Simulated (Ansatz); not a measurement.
The following input was run with Ansatz 0.2.0.

```yaml
crystal:
  lattice:
    - [2.6181239995, 1.5115745959, 4.6078078893]
    - [-2.6181239995, 1.5115745959, 4.6078078893]
    - [0.0, -3.0231491918, 4.6078078893]
  atoms:
    - { symbol: Li, position: [0.25, 0.25, 0.25] }
    - { symbol: Li, position: [0.75, 0.75, 0.75] }
    - { symbol: Nb, position: [0.0, 0.0, 0.0] }
    - { symbol: Nb, position: [0.5, 0.5, 0.5] }
    - { symbol: O, position: [0.1284375215, 0.3715624785, 0.75] }
    - { symbol: O, position: [0.75, 0.1284375215, 0.3715624785] }
    - { symbol: O, position: [0.3715624785, 0.75, 0.1284375215] }
    - { symbol: O, position: [0.25, 0.8715624785, 0.6284375215] }
    - { symbol: O, position: [0.8715624785, 0.6284375215, 0.25] }
    - { symbol: O, position: [0.6284375215, 0.25, 0.8715624785] }
basis:
  ecutwfc: 500
kpoints:
  mp_grid: { grid: [6, 6, 6] }
hamiltonian:
  xc: r2scan
scf:
  occupations: { method: gaussian, width: 0.02 }
output:
  forces: true
  stress: true
  eigenvalues: true
relax:
  adjacent_minimum: "off"
  f_tol: 0.01
  max_steps: 30
  cell: { stress_tol: 0.1, fix: [volume] }
```

Run as
```bash
ansatz run input.yaml --threads 2 --pin off --max-ram 5120MiB --backend cpu --events-out ev --progress --plain --runs-dir out
```

Level of theory: DFT r2SCAN, scalar-relativistic, plane waves, PAW (Ansatz 0.2.0).

Part of what the program printed, abridged (iterations and final results):

```
SCF iter   1: F=—  HF=-12960.992314 eV  |F-HF|=—  |Δ(HF+E_count)|=         —  Δρ=1.79e-2  dr2=5.06e-1  dr2_τ=5.49e-1  ethr=1.77e-3  ⟨swp⟩=6.2  Hψ=5480  notcnv=0  defer=4
SCF iter   2: F=—  HF=-12961.008379 eV  |F-HF|=—  |Δ(HF+E_count)|=   1.61e-2  Δρ=8.22e-3  dr2=2.67e-2  dr2_τ=3.04e-2  ethr=7.45e-4  ⟨swp⟩=2.4  Hψ=2441  notcnv=0  defer=113
SCF iter   3: F=—  HF=-12961.005416 eV  |F-HF|=—  |Δ(HF+E_count)|=   2.96e-3  Δρ=3.15e-3  dr2=6.45e-3  dr2_τ=6.21e-4  ethr=3.93e-5  ⟨swp⟩=2.0  Hψ=2270  notcnv=0  defer=113
SCF iter   4: F=—  HF=-12961.004743 eV  |F-HF|=—  |Δ(HF+E_count)|=   6.73e-4  Δρ=1.16e-3  dr2=7.06e-4  dr2_τ=8.42e-5  ethr=9.49e-6  ⟨swp⟩=2.0  Hψ=2071  notcnv=0  defer=113
SCF iter   5: F=—  HF=-12961.004788 eV  |F-HF|=—  |Δ(HF+E_count)|=   4.49e-5  Δρ=2.02e-4  dr2=3.25e-5  dr2_τ=2.25e-6  ethr=1.04e-6  ⟨swp⟩=3.0  Hψ=2513  notcnv=0  defer=113
SCF iter   6: F=—  HF=-12961.004977 eV  |F-HF|=—  |Δ(HF+E_count)|=   1.89e-4  Δρ=1.67e-5  dr2=2.83e-7  dr2_τ=1.28e-8  ethr=4.78e-8  ⟨swp⟩=2.8  Hψ=2323  notcnv=0  defer=113
SCF iter   7: F=-12961.004977 eV  HF=-12961.004977 eV  |F-HF|=2.31e-10  |Δ(HF+E_count)|=   4.62e-8  Δρ=2.80e-6  dr2=8.39e-9  dr2_τ=2.05e-9  ethr=1.47e-10  ⟨swp⟩=9.4  Hψ=5958  notcnv=0
SCF 1 converged in 7 iterations: F = -12961.004977 eV  dr2 = 8.39e-9
relax step   1: F+E_penalty+E_count = -12961.00497673 eV  Δ(F+E_penalty+E_count) = +0.000e0 eV  max|allowed force component| = 2.293e-1 eV/Å  Δτ_max = 0.0000 Å  P = -6.266 GPa  Ω = 109.412 Å³  fix = [volume]  reactions: volume -6.266 GPa (7 SCF iters, dr2 threshold 1.00e-7 eV, accepted)
Basis set: ecut = 500 eV, 2807 PW (Γ), exchange–correlation on 180×180×180 points (64 copies of the dense FFT grid, shifted against one another)
Initial density: handed on by an earlier stage of this run
Initial wavefunctions: those handed on with the density
SCF iter   1: F=—  HF=-12961.015621 eV  |F-HF|=—  |Δ(HF+E_count)|=         —  Δρ=1.64e-3  dr2=2.89e-3  dr2_τ=7.64e-2  ethr=4.14e-6  ⟨swp⟩=3.2  Hψ=6317  notcnv=0
SCF iter   2: F=—  HF=-12961.017231 eV  |F-HF|=—  |Δ(HF+E_count)|=   1.61e-3  Δρ=9.53e-4  dr2=1.19e-3  dr2_τ=6.31e-5  ethr=4.14e-6  ⟨swp⟩=2.0  Hψ=2496  notcnv=0
SCF iter   3: F=—  HF=-12961.017001 eV  |F-HF|=—  |Δ(HF+E_count)|=   2.31e-4  Δρ=3.12e-4  dr2=5.62e-5  dr2_τ=2.31e-5  ethr=1.75e-6  ⟨swp⟩=2.0  Hψ=1984  notcnv=0
SCF iter   4: F=—  HF=-12961.017240 eV  |F-HF|=—  |Δ(HF+E_count)|=   2.39e-4  Δρ=1.47e-4  dr2=1.46e-5  dr2_τ=1.39e-6  ethr=8.27e-8  ⟨swp⟩=2.2  Hψ=2007  notcnv=0
SCF iter   5: F=—  HF=-12961.017249 eV  |F-HF|=—  |Δ(HF+E_count)|=   8.76e-6  Δρ=9.93e-5  dr2=9.91e-6  dr2_τ=1.73e-6  ethr=2.15e-8  ⟨swp⟩=2.0  Hψ=2128  notcnv=0
SCF iter   6: F=-12961.017247 eV  HF=-12961.017247 eV  |F-HF|=8.03e-8  |Δ(HF+E_count)|=   1.45e-6  Δρ=1.81e-5  dr2=1.75e-7  dr2_τ=2.06e-8  ethr=1.47e-9  ⟨swp⟩=3.7  Hψ=5431  notcnv=0
SCF 2 converged in 6 iterations: F = -12961.017247 eV  dr2 = 1.75e-7
relax step   2: F+E_penalty+E_count = -12961.01724742 eV  Δ(F+E_penalty+E_count) = -1.227e-2 eV  max|allowed force component| = 7.191e-2 eV/Å  Δτ_max = 0.0171 Å  P = -5.078 GPa  Ω = 109.412 Å³  energy of the carried Pulay correction = -2.858e-17 eV  fix = [volume]  reactions: volume -5.078 GPa (6 SCF iters, dr2 threshold 1.00e-6 eV, accepted)
Basis set: ecut = 500 eV, 2777 PW (Γ), exchange–correlation on 180×180×180 points (64 copies of the dense FFT grid, shifted against one another)
SCF iter   1: F=—  HF=-12961.020901 eV  |F-HF|=—  |Δ(HF+E_count)|=         —  Δρ=1.41e-3  dr2=2.64e-3  dr2_τ=3.69e-2  ethr=3.86e-6  ⟨swp⟩=3.2  Hψ=6511  notcnv=0
SCF iter   2: F=—  HF=-12961.024313 eV  |F-HF|=—  |Δ(HF+E_count)|=   3.41e-3  Δρ=8.80e-4  dr2=9.24e-4  dr2_τ=7.66e-5  ethr=3.86e-6  ⟨swp⟩=2.0  Hψ=2752  notcnv=0
SCF iter   3: F=—  HF=-12961.024436 eV  |F-HF|=—  |Δ(HF+E_count)|=   1.23e-4  Δρ=6.18e-4  dr2=3.92e-4  dr2_τ=7.95e-5  ethr=1.36e-6  ⟨swp⟩=2.0  Hψ=2075  notcnv=0
SCF iter   4: F=—  HF=-12961.024386 eV  |F-HF|=—  |Δ(HF+E_count)|=   5.05e-5  Δρ=1.54e-4  dr2=1.59e-5  dr2_τ=2.27e-6  ethr=5.77e-7  ⟨swp⟩=2.5  Hψ=2043  notcnv=0
SCF iter   5: F=—  HF=-12961.024395 eV  |F-HF|=—  |Δ(HF+E_count)|=   8.54e-6  Δρ=6.46e-5  dr2=3.90e-6  dr2_τ=2.40e-7  ethr=2.33e-8  ⟨swp⟩=2.4  Hψ=2112  notcnv=0
SCF iter   6: F=-12961.024395 eV  HF=-12961.024395 eV  |F-HF|=2.49e-8  |Δ(HF+E_count)|=   9.19e-7  Δρ=2.97e-5  dr2=7.53e-7  dr2_τ=3.63e-8  ethr=1.47e-9  ⟨swp⟩=6.1  Hψ=4934  notcnv=0
SCF 3 converged in 6 iterations: F = -12961.024395 eV  dr2 = 7.53e-7
relax step   3: F+E_penalty+E_count = -12961.02439546 eV  Δ(F+E_penalty+E_count) = -7.148e-3 eV  max|allowed force component| = 5.011e-3 eV/Å  Δτ_max = 0.0112 Å  P = -4.406 GPa  Ω = 109.412 Å³  energy of the carried Pulay correction = +5.430e-15 eV  fix = [volume]  reactions: volume -4.406 GPa (6 SCF iters, dr2 threshold 1.00e-6 eV, accepted)
Initial wavefunctions: pseudopotential atomic-orbital guess (no wavefunctions were taken with the density)
SCF iter   1: F=—  HF=-12961.024185 eV  |F-HF|=—  |Δ(HF+E_count)|=         —  Δρ=4.30e-5  dr2=7.82e-7  dr2_τ=4.77e-8  ethr=3.94e-8  ⟨swp⟩=3.5  Hψ=9329  notcnv=0
SCF iter   2: F=—  HF=-12961.024382 eV  |F-HF|=—  |Δ(HF+E_count)|=   1.97e-4  Δρ=2.30e-5  dr2=3.20e-7  dr2_τ=1.36e-7  ethr=1.15e-9  ⟨swp⟩=2.2  Hψ=1927  notcnv=0
SCF iter   3: F=—  HF=-12961.024383 eV  |F-HF|=—  |Δ(HF+E_count)|=   8.09e-7  Δρ=1.10e-5  dr2=1.39e-7  dr2_τ=2.23e-8  ethr=4.71e-10  ⟨swp⟩=2.0  Hψ=2372  notcnv=0
SCF iter   4: F=—  HF=-12961.024383 eV  |F-HF|=—  |Δ(HF+E_count)|=   4.10e-8  Δρ=3.30e-6  dr2=6.36e-9  dr2_τ=3.79e-9  ethr=2.04e-10  ⟨swp⟩=2.8  Hψ=2357  notcnv=0
SCF iter   5: F=-12961.024383 eV  HF=-12961.024383 eV  |F-HF|=9.64e-11  |Δ(HF+E_count)|=   1.86e-8  Δρ=5.17e-7  dr2=2.12e-10  dr2_τ=5.54e-11  ethr=1.00e-12  ⟨swp⟩=3.0  Hψ=5419  notcnv=0
SCF 4 converged in 5 iterations: F = -12961.024383 eV  dr2 = 2.12e-10
SCF converged after 5 iterations
Free energy (F): -12961.024383 eV
Harris-Foulkes:  -12961.024383 eV  (|F-HF|=9.64e-11)
Internal energy: -12961.024383 eV  (E = F + TS)
E sigma→0 (E₀):  -12961.024383 eV
Fermi energy:    8.154676 eV
--- Per-component energies (eV) ---
  E_band       = -607.778214
  E_kinetic    = 1885.215371
  E_local      = -4361.944458  (includes V_loc(G=0)·N_el)
  E_nonlocal   = 442.538434
  E_hartree    = 1478.573862
  E_xc         = -802.658043
  E_vxc        = -1140.022861  (∫ρ·V_xc dr)
  E_paw        = -7179.105206  (= ΣΔE_a)
  E_vpaw       = -463.295111  (= ΣTr[D̂ρ^β])
  E_aug_tail   = 0.005892  (compensation charges beyond the density's cutoff)
  E_vtau       = 72.576668  (kinetic-family band-sum trace: ∫τ·v_τ [+ j·A + Jᵃ·Aᵃ] dr)
  E_ewald      = -4423.073728
  E_core_change = -0.576507  (= ΣΔE_core)
  E_smearing   =  0.000000  (= −TS)
--- Forces (eV/Å), atoms counted from 1 ---
  atom   1  Li     0.00000000     0.00000000     0.00000000
  atom   2  Li     0.00000000     0.00000000     0.00000000
  atom   3  Nb     0.00000000     0.00000000     0.00000000
  atom   4  Nb     0.00000000     0.00000000     0.00000000
  atom   5  O      0.00465586     0.00000000     0.00000000
  atom   6  O     -0.00232793     0.00403209     0.00000000
  atom   7  O     -0.00232793    -0.00403209     0.00000000
  atom   8  O      0.00232793    -0.00403209     0.00000000
  atom   9  O     -0.00465586     0.00000000     0.00000000
  atom  10  O      0.00232793     0.00403209     0.00000000
--- Stress (GPa, compression-positive) ---
       -4.395238       0.000000       0.000000
        0.000000      -4.395238       0.000000
        0.000000       0.000000      -4.425302
  P = ⅓ Tr σ = -4.4053 GPa (-44.053 kbar)
--- Band table (eV; the first three rows and the last of 32) ---
  k-point 0: bands = ["-49.5368", "-49.5222", "-37.4611", "-37.4595", "-25.0130", "-25.0130", "-24.9971", "-24.8355", "-24.8355", "-24.7976", "-11.2962", "-10.8068", "-10.8068", "-9.5967", "-9.5866", "-9.5866", "1.7090", "1.7090", "2.2244", "2.3382", "2.3382", "3.1996", "4.4454", "4.4454", "4.9758", "5.4008", "6.0002", "6.2035", "6.2035", "6.4809", "6.4809", "6.4936", "6.4936", "6.6018", "9.6339", "9.6339", "9.7988", "11.7516", "11.7516", "12.7175", "14.3297", "14.4082", "14.4082", "18.1114"]
  k-point 1: bands = ["-49.5359", "-49.5232", "-37.4610", "-37.4596", "-25.0022", "-25.0016", "-24.9843", "-24.8484", "-24.8479", "-24.8114", "-11.1915", "-10.7370", "-10.7338", "-9.7100", "-9.6856", "-9.6797", "1.9080", "1.9248", "2.3939", "2.4623", "2.4742", "3.2313", "4.2660", "4.3777", "4.7423", "5.2693", "5.7264", "5.8544", "6.0481", "6.2849", "6.3378", "6.3987", "6.5928", "6.6572", "9.8937", "9.9538", "10.0912", "11.8618", "11.8664", "12.5113", "14.3673", "14.4682", "14.6967", "17.7116"]
  k-point 2: bands = ["-49.5332", "-49.5258", "-37.4607", "-37.4599", "-24.9718", "-24.9702", "-24.9487", "-24.8829", "-24.8815", "-24.8489", "-10.9007", "-10.5460", "-10.5308", "-10.0325", "-9.9223", "-9.9197", "2.4416", "2.4474", "2.7675", "2.8697", "2.9636", "3.3527", "3.8357", "4.0649", "4.1105", "4.7655", "4.8992", "5.0028", "5.9719", "6.2750", "6.3436", "6.3505", "6.5816", "6.6060", "10.5208", "10.5646", "10.7395", "11.7783", "11.7995", "12.0108", "14.6752", "14.9262", "15.5261", "16.9193"]
  k-point 31: bands = ["-49.5295", "-49.5295", "-37.4603", "-37.4603", "-24.9259", "-24.9259", "-24.9259", "-24.9259", "-24.9009", "-24.9009", "-10.4980", "-10.4980", "-10.2322", "-10.2322", "-10.2322", "-10.2322", "2.9879", "2.9879", "2.9879", "2.9879", "3.4992", "3.4992", "3.8409", "3.8409", "3.8409", "3.8409", "4.2943", "4.2943", "6.1181", "6.1181", "6.4044", "6.4044", "6.4044", "6.4044", "11.2635", "11.2635", "11.5090", "11.5090", "11.5090", "11.5090", "15.7564", "15.7564", "15.7564", "15.7564"]
--- Relaxed structure (3 steps of the walk, 3 accepted, 1 SCFs on fresh bases) ---
  F+E_penalty+E_count = -12961.02438281 eV   max|allowed force component| = 4.656e-3 eV/Å   (the final SCF, on the basis selected at the relaxed cell)
  cell:  # Å, volume = 109.4121 Å³
    - [2.61943969, 1.51233421, 4.60318023]
    - [-2.61943969, 1.51233421, 4.60318023]
    - [0.0, -3.02466842, 4.60318023]
  atoms:
    - { symbol: Li, position: [0.25000000, 0.25000000, 0.25000000] }
    - { symbol: Li, position: [0.75, 0.75, 0.75] }
    - { symbol: Nb, position: [0.0, 0.0, 0.0] }
    - { symbol: Nb, position: [0.50000000, 0.50000000, 0.50000000] }
    - { symbol: O, position: [0.13383703, 0.36616296, 0.75] }
    - { symbol: O, position: [0.75, 0.13383703, 0.36616296] }
    - { symbol: O, position: [0.36616296, 0.75000000, 0.13383703] }
    - { symbol: O, position: [0.25000000, 0.86616296, 0.63383703] }
    - { symbol: O, position: [0.86616296, 0.63383703, 0.25000000] }
    - { symbol: O, position: [0.63383703, 0.24999999, 0.86616296] }
```

The relaxation met its thresholds.

The run took 36 s on 2 threads of Intel(R) Xeon(R) Platinum 8259CL CPU @ 2.50GHz (Skylake/Cascade Lake), on a shared host, peak memory 0.97 GiB.